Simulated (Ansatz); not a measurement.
An Ansatz (a program for electronic structure) run. Input:

Ansatz 0.2 input:
```yaml
crystal:
  lattice:
    - [4.3226508567, 0.0, 0.0]
    - [0.0, 4.3226508567, 0.0]
    - [0.0, 0.0, 6.0959960082]
  atoms:
    - { symbol: Cd, position: [0.5, 0.5, 0.5] }
    - { symbol: Hg, position: [0.0, 0.0, 0.0] }
    - { symbol: Se, position: [0.0, 0.5, 0.2527837025] }
    - { symbol: Se, position: [0.5, 0.0, 0.7472162975] }
kpoints:
  mp_grid: { grid: [5, 5, 4] }
hamiltonian:
  xc: hse06
  pseudopotentials: { kind: paw }
scf:
  n_extra_bands: 6
  occupations: { method: gaussian, width: 0.02 }
output:
  eigenvalues: true
  eigenstates:
    e_range: [-9.0, 8.0]
    kpoints:
      - [0.0, 0.0, 0.0]  # GAMMA
      - [0.0, 0.0, 0.5]  # Z
      - [0.5, 0.5, 0.0]  # M
      - [0.5, 0.5, 0.5]  # A
      - [0.0, 0.5, 0.5]  # R
      - [0.0, 0.5, 0.0]  # X
```

Output (shortened):

```
Pseudopotential: Cd, paw, valence charge 20
Pseudopotential: Hg, paw, valence charge 20
Pseudopotential: Se, paw, valence charge 16
Functional definition: HSE06
Crystal: 4 atoms, lattice volume = 113.906 Å³
Basis set: ecut = 420 eV, 2221 PW (Γ)
Bands: 42, of which v1, the nominal top of the filled ones, is band 36 counted from 1 (35 counted from 0)
Symmetry: 8 space group operations
Space group: P-4m2 (ITA 115), of the structure as read, at distance tolerance 4.8e-5 Å
k-points: 18 of 100 (time reversal used)
SCF iter   1: F=—  HF=-33007.664776 eV  |F-HF|=—  |Δ(HF+E_count)|=         —  Δρ=2.05e-3  dr2=5.34e-3  ethr=1.77e-3  ⟨swp⟩=7.8  Hψ=3094  notcnv=0
preconditioner: auto → none
iter 2 solved again at ethr=5.03e-7 eV; its pass at ethr=7.41e-6 eV (dr2=3.62e-4 eV) is discarded
SCF iter   2: F=—  HF=-33007.663520 eV  |F-HF|=—  |Δ(HF+E_count)|=   1.26e-3  Δρ=4.98e-4  dr2=3.62e-4  ethr=5.03e-7  ⟨swp⟩=2.3  Hψ=3606  notcnv=0  defer=7
SCF iter   3: F=—  HF=-33007.663563 eV  |F-HF|=—  |Δ(HF+E_count)|=   4.30e-5  Δρ=2.50e-4  dr2=7.76e-5  ethr=5.03e-7  ⟨swp⟩=3.4  Hψ=1677  notcnv=0  defer=6
SCF iter   4: F=—  HF=-33007.663604 eV  |F-HF|=—  |Δ(HF+E_count)|=   4.12e-5  Δρ=1.18e-4  dr2=1.28e-5  ethr=1.08e-7  ⟨swp⟩=3.3  Hψ=1648  notcnv=0  defer=4
SCF iter   5: F=—  HF=-33007.663629 eV  |F-HF|=—  |Δ(HF+E_count)|=   2.50e-5  Δρ=3.27e-5  dr2=1.10e-6  ethr=1.78e-8  ⟨swp⟩=3.1  Hψ=1685  notcnv=0  defer=1
SCF iter   6: F=—  HF=-33007.663632 eV  |F-HF|=—  |Δ(HF+E_count)|=   2.80e-6  Δρ=8.09e-6  dr2=6.07e-8  ethr=1.53e-9  ⟨swp⟩=4.1  Hψ=2047  notcnv=0
SCF iter   7: F=—  HF=-33007.663632 eV  |F-HF|=—  |Δ(HF+E_count)|=   1.85e-7  Δρ=3.48e-6  dr2=1.98e-8  ethr=8.43e-11  ⟨swp⟩=4.0  Hψ=1785  notcnv=0
SCF iter   8: F=-33007.663632 eV  HF=-33007.663632 eV  |F-HF|=2.76e-10  |Δ(HF+E_count)|=   1.67e-9  Δρ=8.89e-7  dr2=6.96e-10  ethr=2.75e-11  ⟨swp⟩=3.1  Hψ=1700  notcnv=0
SCF 1 converged in 8 iterations: F = -33007.663632 eV  dr2 = 6.96e-10
Crystal: 4 atoms, lattice volume = 113.906 Å³
Exchange kernel: α = 0.2500, screened, ω = 0.2079 Å⁻¹, Wigner–Seitz truncation, v(0) = 1046.4589 eV·Å³, q-mesh 5×5×4, nearest image of the exchange supercell L …
Frozen-core exchange: fock
iter 1 solved again at ethr=5.25e-5 eV; its pass at ethr=1.00e-1 eV (dr2=3.78e-2 eV) is discarded
SCF iter   1: F=—  HF=-33017.908930 eV  |F-HF|=—  |Δ(HF+E_count)|=         —  Δρ=6.99e-3  dr2=3.97e-2  ethr=5.25e-5  ⟨swp⟩=4.4  Hψ=3780  notcnv=0
preconditioner: auto → none
SCF iter   2: F=—  HF=-33017.910833 eV  |F-HF|=—  |Δ(HF+E_count)|=   1.90e-3  Δρ=3.35e-3  dr2=5.15e-3  ethr=5.12e-5  ⟨swp⟩=3.7  Hψ=2148  notcnv=0
SCF iter   3: F=—  HF=-33017.911125 eV  |F-HF|=—  |Δ(HF+E_count)|=   2.92e-4  Δρ=1.18e-3  dr2=7.00e-4  ethr=7.05e-6  ⟨swp⟩=3.1  Hψ=1900  notcnv=0
SCF iter   4: F=—  HF=-33017.911032 eV  |F-HF|=—  |Δ(HF+E_count)|=   9.36e-5  Δρ=3.61e-4  dr2=2.37e-4  ethr=9.46e-7  ⟨swp⟩=3.1  Hψ=1953  notcnv=0
SCF iter   5: F=-33017.910922 eV  HF=-33017.910938 eV  |F-HF|=1.53e-5  |Δ(HF+E_count)|=   9.41e-5  Δρ=9.87e-5  dr2=1.31e-5  ethr=3.17e-7  ⟨swp⟩=3.0  Hψ=1565  notcnv=0
SCF 2 stopped early in 5 iterations: F = -33017.910922 eV  dr2 = 1.31e-5
hybrid outer 1: dexx = +2.543e-2 eV, tail = 1.96e-4 eV
Crystal: 4 atoms, lattice volume = 113.906 Å³
Exchange kernel: α = 0.2500, screened, ω = 0.2079 Å⁻¹, Wigner–Seitz truncation, v(0) = 1046.4589 eV·Å³, q-mesh 5×5×4, nearest image of the exchange supercell L …
Frozen-core exchange: fock
SCF iter   1: F=—  HF=-33017.911425 eV  |F-HF|=—  |Δ(HF+E_count)|=         —  Δρ=6.19e-5  dr2=2.84e-6  ethr=1.36e-6  ⟨swp⟩=4.1  Hψ=1661  notcnv=0
preconditioner: auto → none
SCF iter   2: F=—  HF=-33017.911426 eV  |F-HF|=—  |Δ(HF+E_count)|=   1.13e-6  Δρ=3.34e-5  dr2=6.94e-7  ethr=3.79e-9  ⟨swp⟩=4.0  Hψ=2434  notcnv=0
SCF iter   3: F=-33017.911426 eV  HF=-33017.911426 eV  |F-HF|=2.77e-8  |Δ(HF+E_count)|=   2.70e-9  Δρ=1.53e-5  dr2=8.85e-8  ethr=9.30e-10  ⟨swp⟩=3.3  Hψ=1547  notcnv=0  defer=1
SCF 3 converged in 3 iterations: F = -33017.911426 eV  dr2 = 8.85e-8
hybrid outer 2: dexx = +1.469e-6 eV, tail = 2.91e-7 eV, Δε = 9.71e-3 eV (about 6.07e-4 eV left of the loop's levels)
NSCF: frozen V_eff on 6 k-points
hybrid SCF converged: 2 outer / 8 inner (+8 warm-up), last move |dexx| = 1.47e-6 eV, tail = 2.91e-7 eV
Stability not checked (fock_operator)
Free energy (F): -33017.911426 eV
Frozen-core exchange: fock
Harris-Foulkes:  -33017.911426 eV  (|F-HF|=2.77e-8)
Internal energy: -33017.911426 eV  (E = F + TS)
E sigma→0 (E₀):  -33017.911426 eV
Fermi energy:    7.766655 eV
--- Per-component energies (eV) ---
  E_band       = -1975.170352
  E_kinetic    = 1344.728342
  E_local      = -12222.110560  (includes V_loc(G=0)·N_el)
  E_nonlocal   = -1082.602456
  E_hartree    = 5710.643515
  E_xc         = -483.554337
  E_vxc        = -539.501111  (∫ρ·V_xc dr)
  E_exx        = -302.685438  (= α·E_x^exact, valence–valence)
  E_paw        = -17676.659229  (= ΣΔE_a)
  E_vpaw       = -291.611122  (= ΣTr[D̂ρ^β])
  E_aug_tail   = -0.000200  (compensation charges beyond the density's cutoff)
  E_ewald      = -8301.095004
  E_core_change = -4.576058  (= ΣΔE_core)
  E_smearing   =  0.000000  (= −TS)
  E_closure    =  0.000000  (closes the sum)
  Σ components = -33017.911426   (vs F -33017.911426, Δ=0.00e0)
  [band-id]    e_kinetic+e_local+e_nonlocal+2·e_hartree+e_vxc+2·e_exx+e_vpaw+e_augmentation_tail = -1975.180955   (vs E_band -1975.170352, Δ=-1.06e-2)
--- Band table (eV; the first three rows and the last of 18) ---
  k-point 0: bands = ["-111.3904", "-99.5755", "-59.3036", "-59.3031", "-59.3031", "-58.6049", "-58.6027", "-58.6027", "-43.2633", "-43.2633", "-43.2630", "-43.2628", "-43.2449", "-43.2449", "-43.2371", "-43.2371", "-43.2327", "-43.2326", "-6.6398", …
  k-point 1: bands = ["-111.3904", "-99.5755", "-59.3036", "-59.3031", "-59.3031", "-58.6049", "-58.6027", "-58.6027", "-43.2633", "-43.2633", "-43.2630", "-43.2628", "-43.2449", "-43.2449", "-43.2371", "-43.2371", "-43.2327", "-43.2326", "-6.5543", …
  k-point 2: bands = ["-111.3904", "-99.5755", "-59.3036", "-59.3031", "-59.3031", "-58.6049", "-58.6027", "-58.6027", "-43.2633", "-43.2633", "-43.2630", "-43.2628", "-43.2449", "-43.2449", "-43.2371", "-43.2371", "-43.2326", "-43.2326", "-6.3780", …
  k-point 17: bands = ["-111.3904", "-99.5755", "-59.3037", "-59.3031", "-59.3031", "-58.6049", "-58.6024", "-58.6024", "-43.2634", "-43.2633", "-43.2630", "-43.2630", "-43.2448", "-43.2448", "-43.2372", "-43.2371", "-43.2326", "-43.2326", "-6.0719", …
```

Cost: very roughly 6 core-minutes on shared cores.

The first step of the workflow began from a Materials Project structure, measured or hypothetical; the Crystallography Open Database copy checked does not list it. With Cd and Hg taken as one species the cell has the higher symmetry F-43m, so it may be an ordered model of a mixed-site phase. Whether it is the stable phase at ambient conditions was not checked. The cell was relaxed with PBEsol under the symmetry of its start; of distortions, only those at the zone centre were tested. Spin–orbit coupling is left out wherever it is not named.

Potentials: the later of the program's two PAW sets.

Ansatz is a plane-wave DFT program.
